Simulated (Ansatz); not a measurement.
**Ta$_{2}$O$_{5}$: random displacements**

All numbers below come from Ansatz 0.2.0, DFT PBEsol, scalar-relativistic, plane waves, PAW. Settings: plane waves to 420 eV, k-mesh 8×8×6 (Γ-centred), Gaussian smearing 0.05 eV. Spin–orbit coupling is left out, which matters for the heavy elements here. No spin polarisation. Energies are free energies at this smearing, counted from the undisturbed cell; pressure is positive in compression.

The undisturbed cell (relaxed at this level; it needn't be the usual structure):

```
Ta O
1.0
     2.96215   -2.53804    0.01669
     2.96215    2.53804    0.01669
    -2.67881    0.00000    5.08728
Ta O
2 5
Direct
  0.23121 0.15097 0.29223
  0.84903 0.76879 0.70777
  0.63319 0.22416 0.65148
  0.24127 0.11195 0.95631
  0.27240 0.72760 0.50000
  0.88805 0.75873 0.04369
  0.77584 0.36681 0.34852
```

The atoms are displaced (Å, in the unstrained cell):

```
atom ux uy uz
 Ta1   0.012  -0.005  -0.024
 Ta2  -0.247  -0.039   0.066
  O3   0.152   0.023  -0.012
  O4  -0.064   0.036   0.050
  O5   0.162  -0.114   0.133
  O6  -0.042   0.034  -0.132
  O7   0.027   0.064  -0.082
```

Strain (Voigt, engineering shear): (-0.0737, 0.0080, 0.0093, 0.1191, -0.1150, 0.0217).

**Question.** What are the energy change, the stress and the forces?

**Answer.** ΔE = 645.6 meV/atom; stress (xx, yy, zz, yz, xz, xy; compression positive) (73.96, 33.51, 65.33, -17.73, 20.80, -0.84) GPa; gap on the mesh 1.86 eV.
```tsv
atom	Fx (eV/Å)	Fy	Fz
Ta1	0.01	1.63	0.60
Ta2	12.06	-4.72	-2.91
O3	-3.72	-3.77	-0.17
O4	2.69	-0.11	0.12
O5	-5.23	8.22	-6.84
O6	-6.08	0.19	8.55
O7	0.28	-1.44	0.64
```

Cost: 1 run of about 0.83 core-minutes, on Intel Xeon Platinum 8259CL (Skylake/Cascade Lake) (shared hosts).